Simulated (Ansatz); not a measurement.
# Zr6Al2Fe: single run (Ansatz)

The command:

```bash
ansatz run input.yaml --threads 1 --pin off --max-ram 2560MiB --backend cpu --events-out ev --progress --plain --runs-dir out
```

The input file (Ansatz 0.2.0, plane waves):

```yaml
crystal:
  lattice:
    - [7.857888, 0.0, 0.0]
    - [-3.928944, 6.805133, 0.0]
    - [0.0, 0.0, 3.333652]
  atoms:
    - { symbol: Zr, position: [0.2531, 0.0, 0.5] }
    - { symbol: Zr, position: [0.7469, 0.7469, 0.5] }
    - { symbol: Zr, position: [0.0, 0.2531, 0.5] }
    - { symbol: Al, position: [0.3333, 0.6667, 0.5] }
    - { symbol: Al, position: [0.6667, 0.3333, 0.5] }
    - { symbol: Fe, position: [0.0, 0.0, 0.0] }
    - { symbol: Zr, position: [0.6035, 0.0, 0.0] }
    - { symbol: Zr, position: [0.3965, 0.3965, 0.0] }
    - { symbol: Zr, position: [0.0, 0.6035, 0.0] }
  symmetry: { tolerance: 0.0003 }
kpoints:
  mp_grid: { grid: [3, 3, 5], shift: [0, 0, 0] }
magnetization:
  spin_polarized: false
scf:
  occupations: { method: gaussian, width: 0.0322 }
hamiltonian:
  pseudopotentials: { kind: paw }
  xc: r2scan
basis:
  ecutwfc: "40.4 Ry"
  ecutrho_ratio: 4
output:
  forces: true
  stress: true
  eigenvalues: true
  write_density: true
  write_potential: true
  elf: true
  volumetric_format: npy
```

Origin of the cell: a database entry, scaled a little.

Output (shortened):

```
Warning: the atoms were moved onto the symmetric positions of the space group found under crystal.symmetry.tolerance 3.0e-4 (fractional; no operation is sought that the atoms, as they stand i […]
Pseudopotentials: kind: paw
Pseudopotential: Zr, paw, valence charge 12, recommended cutoff 500 eV (meta_gga), Zr.paw.azcp
Pseudopotential: Al, paw, valence charge 3, recommended cutoff 500 eV (meta_gga), Al.paw.azcp
Pseudopotential: Fe, paw, valence charge 16, recommended cutoff 500 eV (meta_gga), Fe.paw.azcp
Functional definition: r2SCAN
  exchange = r2scan_x(k0 = k0, k1 = k1, a1 = a1)
  correlation = r2scan_c
Crystal: 9 atoms, lattice volume = 178.264 Å³
Basis set: ecut = 549.670002 eV, 5233 PW (Γ), exchange–correlation on 256×256×108 points (64 copies of the dense FFT grid, shifted against one another)
Bands: 57, of which v1, the nominal top of the filled ones, is band 47 counted from 1 (46 counted from 0)
[… 12 lines left out …]
Initial density: superposition of atomic densities (neutral atoms: chi_scale 0, normalization atom), corrected by the library's trained network
Functional: x = r2scan, c = r2scan; τ floored in thin density (d = 2e-4 eV/Å³)
SCF iter   1: F=—  HF=-30738.915595 eV  Δρ=1.36e-2  dr2=4.58e-1  dr2_τ=1.27e-1
SCF iter   2: F=—  HF=-30739.314290 eV  Δρ=4.66e-2  dr2=4.66e0  dr2_τ=6.28e-2  defer=31  recentre
SCF iter   3: F=—  HF=-30739.152340 eV  Δρ=1.11e-2  dr2=2.97e-1  dr2_τ=2.46e-3  defer=31
SCF iter   4: F=—  HF=-30739.139865 eV  Δρ=4.60e-3  dr2=4.00e-2  dr2_τ=1.33e-3  defer=31
SCF iter   5: F=—  HF=-30739.135971 eV  Δρ=2.43e-3  dr2=1.15e-2  dr2_τ=3.60e-4  defer=31
SCF iter   6: F=—  HF=-30739.135897 eV  Δρ=6.71e-4  dr2=7.86e-4  dr2_τ=1.95e-5  defer=31
SCF iter   7: F=—  HF=-30739.135937 eV  Δρ=1.34e-4  dr2=3.02e-5  dr2_τ=1.87e-6  defer=31
SCF iter   8: F=—  HF=-30739.136238 eV  Δρ=1.29e-4  dr2=3.28e-5  dr2_τ=7.84e-7  defer=31
SCF iter   9: F=—  HF=-30739.136238 eV  Δρ=2.11e-5  dr2=6.44e-7  dr2_τ=6.42e-8  defer=31
SCF iter  10: F=—  HF=-30739.136238 eV  Δρ=1.04e-5  dr2=1.84e-7  dr2_τ=7.56e-9  defer=31
SCF iter  11: F=—  HF=-30739.136238 eV  Δρ=1.36e-5  dr2=3.83e-7  dr2_τ=3.45e-9
SCF iter  12: F=—  HF=-30739.136238 eV  Δρ=1.76e-5  dr2=6.76e-7  dr2_τ=7.16e-9
SCF iter  13: F=-30739.136238 eV  HF=-30739.136238 eV  Δρ=6.74e-6  dr2=9.78e-8  dr2_τ=1.19e-9
SCF 1 converged in 13 iterations: F = -30739.136238 eV  dr2 = 9.78e-8
SCF converged after 13 iterations
Free energy (F): -30739.136238 eV
Harris-Foulkes:  -30739.136238 eV  (|F-HF|=9.28e-8)
Internal energy: -30739.128509 eV  (E = F + TS)
E sigma→0 (E₀):  -30739.132373 eV
Entropy (-TS):   -0.007729 eV (-0.859 meV/atom)
Fermi energy:    13.277196 eV
--- Per-component energies (eV) ---
  E_band       = -929.044761
  E_kinetic    = 2399.370352
  E_local      = -8167.262125  (includes V_loc(G=0)·N_el)
  E_nonlocal   = 715.553061
  E_hartree    = 3173.075168
  E_xc         = -1121.981926
  E_vxc        = -1498.511788  (∫ρ·V_xc dr)
  E_paw        = -20150.118670  (= ΣΔE_a)
  E_vpaw       = -813.629937  (= ΣTr[D̂ρ^β])
  E_aug_tail   = 0.000116  (compensation charges beyond the density's cutoff)
  E_vtau       = 89.310288  (kinetic-family band-sum trace: ∫τ·v_τ [+ j·A + Jᵃ·Aᵃ] dr)
  E_ewald      = -7586.366343
  E_core_change = -1.398141  (= ΣΔE_core)
  E_smearing   = -0.007729  (= −TS)
  Σ components = -30739.136238   (vs F -30739.136238, Δ=0.00e0)
--- Forces (eV/Å), atoms counted from 1 ---
  atom   1  Zr    -0.324498     0.000000     0.000000
  atom   2  Zr     0.162249     0.281023     0.000000
  atom   3  Zr     0.162249    -0.281023     0.000000
  atom   4  Al     0.000000    -0.000000     0.000000
  atom   5  Al     0.000000    -0.000000     0.000000
  atom   6  Fe    -0.000000    -0.000000     0.000000
  atom   7  Zr    -0.018062    -0.000000     0.000000
  atom   8  Zr     0.009031     0.015642     0.000000
  atom   9  Zr     0.009031    -0.015642     0.000000
  max |Σ_I F_I| component: 1.02e-16 eV/Å
--- Stress (GPa, compression-positive) ---
        1.771269       0.000000       0.000000
        0.000000       1.771269       0.000000
        0.000000       0.000000       0.951467
  P = ⅓ Tr σ = 1.4980 GPa (14.980 kbar)
```

Caveats: no spin polarisation, so a magnetic state may lie lower; the k mesh is coarse if the cell is a metal.

The run took 48 s on 1 thread of Arm Neoverse V1, with other jobs on the host, peak memory 0.86 GiB, from the program's own first density.
